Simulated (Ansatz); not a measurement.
TiAl:
```cif
data_AlTi
_chemical_formula_sum 'Ti1 Al1'
_space_group_name_H-M_alt 'P4/mmm'
_space_group_IT_number 123
_space_group_name_Hall '-P 4 2'
_cell_length_a 2.82160
_cell_length_b 2.82160
_cell_length_c 4.07720
_cell_angle_alpha 90.000
_cell_angle_beta 90.000
_cell_angle_gamma 90.000
loop_
_atom_site_label
_atom_site_type_symbol
_atom_site_symmetry_multiplicity
_atom_site_Wyckoff_symbol
_atom_site_fract_x
_atom_site_fract_y
_atom_site_fract_z
_atom_site_occupancy
Ti1 Ti 1 d 0.50000 0.50000 0.50000 1
Al1 Al 1 a 0.00000 0.00000 0.00000 1
```

Relaxed with PBE.

Question: Which orbitals make up the states near the Fermi level in DFT-PBE in the program Ansatz with PAW potentials?

Answer: Within 0.5 eV of the Fermi level: Ti 3d 80 %, Al 3p 13 %. Projections are on Löwdin-orthogonalised atomic valence shells; empty p or d shells of many metals are not among them.

Question: Tabulate the density of states.

Answer: States/eV per cell of 2 atoms, in 0.25 eV bins, energy from the Fermi level.

| E (eV) | total | Ti 3d | Al 3p | Al 3s |
|---|---|---|---|---|
| -7.85 | 0.28 | 0.01 | 0.06 | 0.12 |
| -7.60 | 0.35 | 0.01 | 0.08 | 0.17 |
| -7.35 | 0.37 | 0.01 | 0.11 | 0.17 |
| -7.10 | 0.38 | 0.02 | 0.13 | 0.16 |
| -6.85 | 0.38 | 0.02 | 0.14 | 0.16 |
| -6.60 | 0.39 | 0.03 | 0.15 | 0.15 |
| -6.35 | 0.40 | 0.04 | 0.15 | 0.15 |
| -6.10 | 0.40 | 0.04 | 0.16 | 0.15 |
| -5.85 | 0.41 | 0.05 | 0.16 | 0.15 |
| -5.60 | 0.42 | 0.06 | 0.16 | 0.16 |
| -5.35 | 0.44 | 0.08 | 0.16 | 0.17 |
| -5.10 | 0.52 | 0.10 | 0.18 | 0.19 |
| -4.85 | 0.61 | 0.13 | 0.18 | 0.24 |
| -4.60 | 0.52 | 0.11 | 0.18 | 0.18 |
| -4.35 | 0.47 | 0.10 | 0.18 | 0.13 |
| -4.10 | 0.48 | 0.11 | 0.20 | 0.11 |
| -3.85 | 0.52 | 0.12 | 0.23 | 0.10 |
| -3.60 | 0.58 | 0.15 | 0.26 | 0.10 |
| -3.35 | 0.67 | 0.19 | 0.30 | 0.10 |
| -3.10 | 0.73 | 0.20 | 0.35 | 0.08 |
| -2.85 | 0.84 | 0.22 | 0.44 | 0.07 |
| -2.60 | 1.00 | 0.29 | 0.51 | 0.07 |
| -2.35 | 1.26 | 0.50 | 0.59 | 0.06 |
| -2.10 | 1.42 | 0.67 | 0.60 | 0.05 |
| -1.85 | 1.53 | 0.72 | 0.65 | 0.05 |
| -1.60 | 2.42 | 1.16 | 1.05 | 0.07 |
| -1.35 | 1.56 | 0.84 | 0.60 | 0.04 |
| -1.10 | 0.96 | 0.57 | 0.32 | 0.03 |
| -0.85 | 1.11 | 0.74 | 0.29 | 0.03 |
| -0.60 | 1.82 | 1.43 | 0.29 | 0.03 |
| -0.35 | 2.17 | 1.73 | 0.31 | 0.01 |
| -0.10 | 2.12 | 1.70 | 0.28 | 0.01 |
| 0.15 | 1.57 | 1.27 | 0.18 | 0.01 |
| 0.40 | 1.37 | 1.11 | 0.13 | 0.01 |
| 0.65 | 1.22 | 0.99 | 0.10 | 0.01 |
| 0.90 | 1.51 | 1.25 | 0.12 | 0.01 |
| 1.15 | 2.01 | 1.68 | 0.16 | 0.01 |
| 1.40 | 2.35 | 1.97 | 0.17 | 0.02 |
| 1.65 | 2.53 | 2.15 | 0.20 | 0.03 |
| 1.90 | 3.56 | 3.12 | 0.25 | 0.03 |
| 2.15 | 3.03 | 2.63 | 0.22 | 0.05 |
| 2.40 | 2.08 | 1.73 | 0.17 | 0.07 |
| 2.65 | 1.25 | 0.97 | 0.15 | 0.02 |
| 2.90 | 1.14 | 0.83 | 0.15 | 0.05 |
| 3.15 | 1.00 | 0.71 | 0.15 | 0.05 |
| 3.40 | 0.89 | 0.47 | 0.21 | 0.10 |
| 3.65 | 1.43 | 0.78 | 0.37 | 0.15 |
| 3.90 | 2.02 | 1.16 | 0.37 | 0.34 |
| 4.15 | 1.80 | 0.87 | 0.33 | 0.44 |
| 4.40 | 1.10 | 0.40 | 0.29 | 0.26 |
| 4.65 | 0.91 | 0.29 | 0.27 | 0.19 |

The PBE relaxation kept the symmetry of its start. No spin polarisation was allowed.

Potentials: the earlier of the program's two PAW sets.
